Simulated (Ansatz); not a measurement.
In2Ag:
```
CELL_PARAMETERS angstrom
     -3.42631     3.42631     2.77596
      3.42631    -3.42631     2.77596
      3.42631     3.42631    -2.77596
ATOMIC_POSITIONS crystal
  In 0.15518 0.65518 0.81036
  In 0.65518 0.84482 0.50000
  In 0.84482 0.34482 0.18964
  In 0.34482 0.15518 0.50000
  Ag 0.75000 0.75000 0.00000
  Ag 0.25000 0.25000 0.00000
```

Relaxed with PBEsol. Special points in fractions of this cell's reciprocal vectors: Γ (0.000, 0.000, 0.000); X (0.000, 0.000, 0.500); M (-0.500, 0.500, 0.500); Z (0.414, 0.414, -0.414); Z0 (-0.414, 0.586, 0.414); P (0.250, 0.250, 0.250); N (0.000, 0.500, 0.000).

Task: List the band energies nearest the Fermi level at these points for plane-wave PAW PBEsol (Ansatz code).

Result: In eV from the Fermi level; about four levels below and three above (degenerate sets whole), none deeper than 8.9 eV; points with the same levels are listed once.

```csv
k,below,above
Γ,-0.89 -0.60 -0.60 -0.47,0.28 0.28 0.70
X,-2.16 -0.94 -0.92 -0.34,0.48 0.90 3.81
M,-4.45 -4.45 -4.17 -2.12,1.94 2.35 3.41 3.41
Z,-4.43 -4.43 -4.12 -1.26,1.17 1.60 1.89 1.89
P,-4.99 -4.99 -4.74 -4.74,0.20 0.20 0.83 0.83
N,-3.26 -3.26 -2.85 -2.85,0.32 0.32 2.98 2.98
```

Space group I4/mcm. The workflow started from an entry of the Crystallography Open Database (COD). Its standing as an ambient phase is unchecked. The cell was relaxed with PBEsol under the symmetry of its start; whether a distortion lowers the energy is not shown. The run is not spin-polarised. Scalar-relativistic: spin–orbit coupling is off unless named, which matters more the heavier the elements.

Potentials: the later of the program's two PAW sets.
